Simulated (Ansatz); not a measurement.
KF (rock salt): values from a third-order Birch-Murnaghan fit to a volume scan beside measured ones. Computed values: PBE (plane waves to 420 eV, PAW, scalar-relativistic; Ansatz, an electronic-structure program). KF was relaxed with its symmetry unable to fall.

| quantity | reference | kind | PBE | difference |
|---|---|---|---|---|
| Lattice constant a (Å) | 5.311 | measured at or taken to low temperature | 5.421 | +2.1 % |
| Bulk modulus B₀ (GPa) | 34.2 | measured at or taken to low temperature | 29.0 | -15.2 % |

PBE overestimates the lattice constant a by 2.1 %. PBE underestimates the bulk modulus B₀ by 15.2 %.

References as given in: Klaus Doll, Hermann Stoll, Physical review. B, Condensed matter (1997), arXiv:cond-mat/9707218.

(Under strain, the slope of the energy per volume gives the stress and its curvature an elastic modulus.)
